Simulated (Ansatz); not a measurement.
# Formation energy of ScCu in the CsCl-type structure

Method: PBEsol, scalar-relativistic; no spin polarisation; PAW, 420 eV, 10×10×10 k-mesh, Gaussian smearing of 0.05 eV; code Ansatz; PAW files: Ansatz's generated set soft_2.

The start was a prototype's sites filled with these elements; the Crystallography Open Database holds the compound in this structure.

It takes space group Pm-3m (No. 221, cubic). Conventional cell: a = 3.211 Å, b = 3.211 Å, c = 3.211 Å, α = 90.00°, β = 90.00°, γ = 90.00°. Sc (site symmetry m-3m) has 8 Cu at 2.78 Å as nearest neighbours. Cu (site symmetry m-3m) is surrounded by 8 Sc at 2.78 Å. (Shells end 15 % past the nearest neighbour.)

The elements were computed in their standard states with the same datasets, cutoff and functional. Absolute energies hang on the potentials; compare differences alone.

Energy of the relaxed cell (2 atoms, smearing extrapolated to zero): -8700.680 eV. Elements, in eV/atom: Sc -2111.370, Cu -6588.774.

Question: What is the formation energy?

Answer: [-8700.680 − (1 × -2111.370 + 1 × -6588.774)] / 2 = -0.27 eV/atom, or -26 kJ per mole of atoms.

The value is for 0 K, without zero-point energy. A negative value shows stability against the elements alone, not against other compounds or structures. The relaxed cell is 4 % smaller in volume than the cell of this structure in the Crystallography Open Database (17.26 Å³/atom, 1962).
